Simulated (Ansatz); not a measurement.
Band structure of Sb2Au

```yaml
crystal:
  lattice:
    - [0.00000, 3.32800, 3.32800]
    - [3.32800, 0.00000, 3.32800]
    - [3.32800, 3.32800, 0.00000]
  atoms:
    - { symbol: Sb, position: [0.25000, 0.25000, 0.25000] }
    - { symbol: Sb, position: [0.75000, 0.75000, 0.75000] }
    - { symbol: Au, position: [0.00000, 0.00000, 0.00000] }
```

Atoms are numbered in the order listed.

The cell is COD entry 9009002, as deposited and not checked against the literature; nothing was relaxed.

No spin–orbit coupling, which matters for the heavy atoms here.

Computed with DFT, LDA, all-electron LAPW, scalar-relativistic (Ansatz 0.2.0).

Settings: a Γ-centred 9×9×9 k mesh, Fermi–Dirac smearing of 0.08 eV, basis error target 1 meV/atom, no spin polarisation.

Points in fractions of the reciprocal vectors of this cell: Γ (0, 0, 0), X (0.5, 0, 0.5), U (0.625, 0.25, 0.625), K (0.375, 0.375, 0.75), L (0.5, 0.5, 0.5), W (0.5, 0.25, 0.75). The path runs Γ–X–U–K–Γ–L–W–X. Energies are in eV from the Fermi level; (×n) counts levels within 4 meV of each other, which need not be degenerate by symmetry.

List the levels at Γ between -8 and 6 eV.

-6.88, -6.59 (×3), -5.29 (×2), -0.21 (×3), 0.59 (×3), 1.50, 2.68 (×3), 5.90.

List the levels at U between -8 and 6 eV.

-7.22, -5.98, -5.72, -5.45, -5.37, -4.80, -3.80, -2.41, 1.64, 1.71, 2.26, 3.84, 5.30.

List the levels at K between -8 and 6 eV.

-7.22, -5.98, -5.72, -5.45, -5.37, -4.80, -3.80, -2.41, 1.64, 1.71, 2.26, 3.84, 5.30.

What is the band gap?

none: with an odd electron count and no spin polarisation the bands can't all be full, a metal in this set-up (in compounds, spin order or a distortion in a larger cell can open a gap).
